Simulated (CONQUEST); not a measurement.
A self-consistent single point of CdTe (F-43m, 8 atoms in the cell; from Materials Project mp-406, changed as shown).

```yaml
crystal:
  lattice:
    - [6.43295, 0.00000, 0.00000]
    - [0.00000, 6.43295, 0.00000]
    - [0.00000, 0.00000, 6.43295]
  atoms:
    - { symbol: Cd, position: [0.00000, 0.00000, 0.00000] }
    - { symbol: Cd, position: [0.00000, 0.50000, 0.50000] }
    - { symbol: Cd, position: [0.50000, 0.00000, 0.50000] }
    - { symbol: Cd, position: [0.50000, 0.50000, 0.00000] }
    - { symbol: Te, position: [0.25000, 0.25000, 0.75000] }
    - { symbol: Te, position: [0.25000, 0.75000, 0.25000] }
    - { symbol: Te, position: [0.75000, 0.25000, 0.25000] }
    - { symbol: Te, position: [0.75000, 0.75000, 0.75000] }
```

All values come from this method and carry its errors: PBE, numerical atomic orbitals double-zeta with polarisation (the shipped basis), PseudoDojo norm-conserving potentials made for PBE run with CONQUEST.

CONQUEST settings:

* **basis**: DZP
* **Diag.MPMeshX, Y, Z**: 4 4 4
* **potentials**: PseudoDojo norm-conserving PBE
* **Grid.GridCutoff**: 140 Ha
* **DM.SolutionMethod**: diagon
* **Diag.kT**: 0.001837 Ha
* **Diag.GammaCentred**: true
* **minE.SCTolerance**: 1.0e-06
* **SC.MaxIters**: 100
* **SC.LinearMixingFactor**: 0.3
* **SC.KerkerPreCondition**: true
* **SC.KerkerFactor**: 0.1 1/bohr
* **AtomMove.TypeOfRun**: static

Results:

```
Quantity                                                  Result
------------------------------------------------  --------------
Number of valence electrons                                  144
Number of bands                                              148
Number of k-points after the program's reduction              51
Size of the basis                                            148
Number of SCF iterations                                       8
FFT grid                                            72 × 72 × 72
Free energy E − TS                                -30498.6514 eV
Top of the valence band (on the code's own zero)        -4.54 eV
Gap on the k-point mesh                                  1.04 eV
Pressure                                                4.36 GPa
```

Gaps are taken between levels on the mesh.

For comparison: a first run was changed to give this one (lattice scaled by 0.98), and from it to this one the free energy rises by 36.9 meV/atom, the pressure goes from 1.46 to 4.36 GPa and the gap on the mesh goes from 0.832 to 1.042 eV.

Spin-orbit coupling is left out, which matters for bands and gaps with elements this heavy. The program uses no crystal symmetry, so grid and mesh can part values that symmetry would make equal. The atom-centred basis is finite, which shifts total energies, pressures and gaps against plane waves. The structure comes from a collection of computed structures, made at another level of theory; the collection holds predicted forms beside known ones.

Cost on one core: about 50 core-seconds (a rough figure).
